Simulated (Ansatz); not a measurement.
Trial structure of MnB₅, not yet relaxed:

Space group F-43m (No. 216). a = 5.913 Å, b = 5.913 Å, c = 5.913 Å, α = 90.00°, β = 90.00°, γ = 90.00°
| atom | site | symmetry | x | y | z |
| --- | --- | --- | --- | --- | --- |
| Mn | 4a | -43m | 0.0000 | 0.0000 | 0.0000 |
| B | 4d | -43m | 0.2500 | 0.2500 | 0.7500 |
| B | 16e | .3m | 0.6250 | 0.1250 | 0.8750 |

These are results of Ansatz, DFT PBE, scalar-relativistic, plane waves, PAW, not measurements. Settings: cutoff 420 eV, Γ-centred mesh 6×6×6 on the computed 6-atom cell, Gaussian smearing of 0.10 eV; collinear spin from starting moments 4.0 0.0 0.0 0.0 0.0 0.0 μB.

The zero of energy is the elements' standard structures at the same level; no fitted shifts are applied.

Task: What does a single point on this coarse mesh give?

Result: The pressure is -48.6 GPa (it wants to contract), the largest force is 0.38 eV/Å, and the energy is +0.99 eV/atom against the elements. The shortest distance is 2.09 Å.

Task: Is it a good guess?

Result: A rough one: relaxing gains about 0.43 eV/atom (the start's value is from the coarse mesh, so the gain is rough) in 10 ionic steps and ends at +0.56 eV/atom on the finer mesh. The symmetry stays F-43m (No. 216). The volume per atom shrinks by 25.3 %, from 8.6 to 6.4 Å³. The shortest distance goes from 2.09 Å (B–B) to 1.87 Å (B–B). Conventional cell: a = 5.366 Å. Around Mn lie 16 B at 2.22–2.32 Å; B on a site of symmetry -43m is surrounded by 12 B at 2.23 Å and 4 Mn at 2.32 Å; B on a site of symmetry 3m is surrounded by 6 B at 1.87–1.93 Å, 3 Mn at 2.22 Å and 3 B at 2.23 Å.

The last run used a 12×12×12 mesh for its 6-atom cell and Gaussian smearing of 0.10 eV. Trial moments died out on the coarse mesh, so the last step has no spin; another magnetic start might hold. The relaxation can't lower the symmetry of the start, and the grade says only how near the guess is to its own end. Symmetry constrained the relaxation, so the result can be a saddle point.
